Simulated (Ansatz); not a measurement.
A generator proposed this cell of Ti₂InC₆.

```yaml
crystal:
  lattice:
    - [0.00000, 3.90889, 3.90889]
    - [3.90889, 0.00000, 3.90889]
    - [3.90889, 3.90889, 0.00000]
  atoms:
    - { symbol: Ti, position: [0.25000, 0.25000, 0.25000] }
    - { symbol: Ti, position: [0.75000, 0.75000, 0.75000] }
    - { symbol: In, position: [0.00000, 0.00000, 0.00000] }
    - { symbol: C, position: [0.76386, 0.23614, 0.23614] }
    - { symbol: C, position: [0.23614, 0.76386, 0.76386] }
    - { symbol: C, position: [0.23614, 0.76386, 0.23614] }
    - { symbol: C, position: [0.76386, 0.23614, 0.76386] }
    - { symbol: C, position: [0.23614, 0.23614, 0.76386] }
    - { symbol: C, position: [0.76386, 0.76386, 0.23614] }
```

The calculation used DFT PBE, scalar-relativistic, plane waves, PAW (Ansatz). Cutoff 420 eV; k points 4×4×4 on the computed 9-atom cell (Γ-centred); Gaussian smearing, width 0.10 eV; no spin polarisation.

The zero of energy is the elements' standard structures at the same level; no fitted shifts are applied.

Problem. What does a single point on this coarse mesh give?

Solution. The pressure is 14.7 GPa (it wants to expand), the largest force is 8.30 eV/Å, and the energy is +3.67 eV/atom against the elements. The shortest distance is 1.85 Å.

Problem. How much does it gain on relaxing, and where does it end?

Solution. Relaxing gains about 1.9 eV/atom (the start's value is from the coarse mesh, so the gain is rough) in 13 ionic steps and ends at +1.81 eV/atom on the finer mesh. The symmetry stays Fm-3m (No. 225). The volume per atom shrinks by 27.9 %, from 13.3 to 9.6 Å³. The shortest distance goes from 1.85 Å (In–C) to 1.74 Å (C–C). Conventional cell: a = 7.009 Å. Ti has 12 C at 2.53 Å and 4 In at 3.04 Å; In has 6 C at 2.27 Å and 8 Ti at 3.04 Å; around C lie 4 C at 1.74 Å, 1 In at 2.27 Å, 1 C at 2.46 Å and 4 Ti at 2.53 Å.

The last run used collinear spin, a 10×10×10 mesh for its 9-atom cell and Gaussian smearing of 0.10 eV. The reference form of C is held partly by dispersion forces, which this level lacks. The magnetic state reached may not be the lowest. The relaxation can't lower the symmetry of the start. A structure relaxed within its symmetry needn't be a true minimum.
